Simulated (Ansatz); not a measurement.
# Si3F (Pm-3m)

Theory: DFT PBE, scalar-relativistic, plane waves, PAW in Ansatz.

Cutoff 420 eV; k points 12×12×12 on the computed 4-atom cell (Γ-centred); Gaussian smearing, width 0.10 eV; no spin polarisation.

The structure is relaxed at this level of theory with its symmetry kept, and needn't be the ground state of this composition.

```
CELL_PARAMETERS angstrom
3.83258 0.00000 0.00000
0.00000 3.83258 0.00000
0.00000 0.00000 3.83258
ATOMIC_POSITIONS crystal
Si 0.00000 0.50000 0.50000
Si 0.50000 0.00000 0.50000
Si 0.50000 0.50000 0.00000
F 0.00000 0.00000 0.00000
```

Formation energy from the elements' standard states (uncorrected)?

+0.133 eV/atom.

Kohn–Sham band gap?

none (metal).

Density of states at the Fermi level?

2.3 states/eV per cell.

Orbital (Löwdin) character within 0.5 eV of the Fermi level?

Si 3p 66 %, F 2p 19 %, Si 3s 12 %.

Bader charge by site (e)?

Si (3 in the cell) 0.26, F (1 in the cell) -0.79.

Another cell of Si3F relaxed alike, in Fm-3m, lies 0.31 eV/atom lower, so this cell isn't the stable form at this level.

The cell was found from a structure generator's guess, not taken from experiment. Löwdin shares on free-atom orbitals overweight diffuse shells.
